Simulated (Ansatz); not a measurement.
Cs2S:
Space group P6₃/mmc (No. 194); a = 5.724 Å, b = 5.724 Å, c = 7.646 Å, α = 90.00°, β = 90.00°, γ = 120.00°

```
atom  site  symmetry       x       y       z
----  ----  --------  ------  ------  ------
Cs      2a      -3m.  0.0000  0.0000  0.0000
S       2c      -6m2  0.3333  0.6667  0.2500
Cs      2d      -6m2  0.6667  0.3333  0.2500
```

Relaxed with PBEsol. DFT-PBEsol in the program Ansatz with PAW potentials gives a gap of 2.21 eV.

Problem. What gap does HSE06 give on the same cell (Ansatz, PAW)?

Solution. 3.25 eV, 1.04 eV more. The hybrid was solved on a coarser mesh and at special points; its gap is the smallest among all of these.

Cost on shared cores: the PBEsol run (SCF on a 6×6×4 mesh, then bands and DOS) about 2.1 core-minutes (a rough figure), the HSE06 run (SCF on 4×4×2, then a few points) around 3 core-minutes (rough); the tasks are unlike.

Space group P6_3/mmc. The workflow started from an entry of the Crystallography Open Database (COD), which files this formula under 2 space groups. Its standing as an ambient phase is unchecked. The cell was relaxed with PBEsol under the symmetry of its start; whether a distortion lowers the energy is not shown. The volume moved by -31 % from the start of the relaxation. The volume fell by over 15 % from the filed cell, which may lack light atoms or belong to other conditions. Scalar-relativistic: spin–orbit coupling is off unless named, which matters more the heavier the elements.

Potentials: the later of the program's two PAW sets.
